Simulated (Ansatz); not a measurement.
Values for one crystal, relaxed and computed with r²SCAN (plane waves, PAW; program Ansatz); other levels are named.

```yaml
volume_per_atom: 16.69 Å³
band_gap: 4.25 eV (direct)
conduction_band_minimum: at Z
hole_effective_mass: 14, 23, 23 mₑ (principal values)
electron_effective_mass: 0.54, 0.54, 1.1 mₑ (principal values)
valence_band_maximum: at Z
HSE06 gap on the r²SCAN cell: 4.97 eV
```

Which compound is it?
(A) CaHCl, P4/nmm (Ca on 2c, H on 2a, Cl on 2c)
(B) LaCl3, P6_3/m (La on 2c, Cl on 6h)
(C) CsH, rock salt
(D) LiH, rock salt

A, CaHCl, P4/nmm (Ca on 2c, H on 2a, Cl on 2c)

The workflow started from a Materials Project entry (that database holds measured and hypothetical structures alike); the Crystallography Open Database files this formula in space group No. 129, but the cells were not matched. Whether it is the stable phase at ambient conditions was not checked. Symmetry was held in the r²SCAN relaxation; whether a distortion lowers the energy is not shown.

Potentials: the later of the program's two PAW sets.
